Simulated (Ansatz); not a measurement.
Relaxing a structure of InSe

The start is a relaxed InSe cell shaken by Gaussian noise of σ = 0.08 Å a coordinate. A full variable-cell relaxation at zero pressure is run with PBEsol (plane waves to 420 eV, PAW, scalar-relativistic; Ansatz, a first-principles code). First-step values are on the input's coarse k-mesh.

Ansatz input (later rounds restart from its end on a renewed k-mesh):
Ansatz 0.2 input:
```yaml
crystal:
  lattice:
    - [8.1335909486, 0, 0]
    - [0, 8.1335909486, 0]
    - [0, 0, 4.0414550171]
  atoms:
    - { symbol: Se, position: [0.7748968466, 0.2511277985, 0.5144669103] }
    - { symbol: Se, position: [0.2798985599, 0.2644336978, -0.0146113779] }
    - { symbol: Se, position: [0.7345142312, 0.7329657423, -0.0266881279] }
    - { symbol: Se, position: [0.2327393944, 0.7587483461, 0.529547272] }
    - { symbol: In, position: [0.8867625956, 0.8736113753, 0.491803709] }
    - { symbol: In, position: [0.369164827, 0.6241107957, 0.0025713112] }
    - { symbol: In, position: [0.617231432, 0.3537583471, -0.0078475233] }
    - { symbol: In, position: [0.1215056844, 0.1101023368, 0.4612361358] }
basis: { ecutwfc: 420, ecutrho_ratio: 4, xc_grid: 2, fft_grid_basis: typed }
kpoints: { mp_grid: { grid: [3, 3, 6] } }
hamiltonian:
  xc: pbesol
  dispersion: none
  pseudopotentials: { kind: paw }
scf: { occupations: { method: fermi_dirac, width: 0.05 } }
relax: { f_tol: 0.01, max_steps: 100, cell: { stress_tol: 0.02 } }
output: { forces: true, stress: true }
```

Problem. How much energy is released per atom?

Solution. 0.13 eV/atom.

Problem. Does it find its way back to the structure it was made from?

Solution. It does not go back: it reaches P4₂/m (No. 84), 0.08 eV/atom below the parent.

Problem. What does it relax into? Give the structure.

Solution. 
Space group P4₂/m (No. 84); a = 8.4035 Å, b = 8.4035 Å, c = 4.0630 Å, α = 90.00°, β = 90.00°, γ = 90.00°

```json
[
 {"atom": "Se", "site": "4j", "symmetry": "m..", "x": "0.2108", "y": "0.2605", "z": "0.0000"},
 {"atom": "In", "site": "4j", "symmetry": "m..", "x": "0.6640", "y": "0.0283", "z": "0.0000"}
]
```

Final values are on a 4×4×8 k-mesh of the relaxed cell. No spin polarisation in the result.

The relaxed structure here is a generated cell of InSe: the first start was made by placing the elements on the sites of a structure type, and the end was not matched to a known phase here, so it may be hypothetical. Known forms of InSe include space group No. 194.
